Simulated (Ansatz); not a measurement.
A generated cell, not matched to a known phase here, of NaWO$_{2}$: R-3m, hexagonal axes (No. 166), hR4; a = b = 2.807 Å, c = 17.997 Å, α = β = 90.00°, γ = 120.00°; W 3a (0.000, 0.000, 0.000); Na 3b (0.000, 0.000, 0.500); O 6c (0.000, 0.000, 0.256). These are PBEsol (plane waves to 420 eV, PAW, scalar-relativistic; Ansatz, a quantum-chemistry and plane-wave program) values and carry that method's errors. Element references, the lowest calculated here: W (Im-3m), Na (P6₃/mmc, not the ambient form), O (C2/m, ferromagnetic, forced by one molecule a cell; α-O2 is antiferromagnetic); gases are represented by their molecular solids.

Problem. What is the computed formation energy of this R-3m form of NaWO2 from the elements (PBEsol)?

Solution. -1.62 eV/atom.

A lower structure of this composition may exist, and whether it forms at all is not checked here.

Static energies, no anion corrections, no zero-point energy. Values are rounded to 0.01 eV/atom. Not shown to be the ambient phase of their composition (a lower form may be missing, and a cell relaxed within its start's symmetry can be a saddle point): NaWO2 (R-3m). Spin-orbit coupling is missing from these energies, which matters for elements this heavy. The compounds carry no spin polarisation. The d or f electrons are treated with no Hubbard U.
